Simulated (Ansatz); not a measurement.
**Strain response of Hf$_{2}$Cu**

All numbers below come from DFT r2SCAN, scalar-relativistic, plane waves, PAW in Ansatz 0.2.0. (500 eV cutoff, 12×12×4 k-mesh, Gaussian smearing of 0.10 eV, no spin polarisation)

Starting point, cell and atoms relaxed:

```xyz
6
Lattice="3.1584 0.0000 0.0000 0.0000 3.1584 0.0000 0.0000 0.0000 11.1427" Properties=species:S:1:pos:R:3 pbc="T T T"
Hf    0.0000    0.0000    3.8331
Hf    1.5792    1.5792    1.7382
Hf    1.5792    1.5792    9.4045
Hf    0.0000    0.0000    7.3096
Cu    0.0000    0.0000    0.0000
Cu    1.5792    1.5792    5.5714
```

Deformation: c alone is stretched, the rest of the cell is held and the atoms relax, all within the symmetry that the strain leaves. Energies are extrapolated to zero smearing. On this cell's mesh the reference holds a stress of up to 0.11 GPa.

Spin–orbit coupling is left out, which can shift energies with elements as heavy as these.

| strain (%) | ΔE (meV/atom) | a (Å) | b (Å) | c (Å) |
| --- | --- | --- | --- | --- |
| -6.0 | 40.9 | 3.158 | 3.158 | 10.474 |
| -4.0 | 17.8 | 3.158 | 3.158 | 10.697 |
| -2.0 | 4.3 | 3.158 | 3.158 | 10.920 |
| +0.0 | 0.0 | 3.158 | 3.158 | 11.143 |
| +2.0 | 4.0 | 3.158 | 3.158 | 11.366 |
| +4.0 | 15.5 | 3.158 | 3.158 | 11.588 |
| +6.0 | 33.8 | 3.158 | 3.158 | 11.811 |

Q: What stiffness (1/V) d²E/dε² at zero strain does a cubic fit over all points give?

A: A cubic fit gives (1/V) d²E/dε² = 180 GPa at zero strain (the elastic constant along c at held a and b).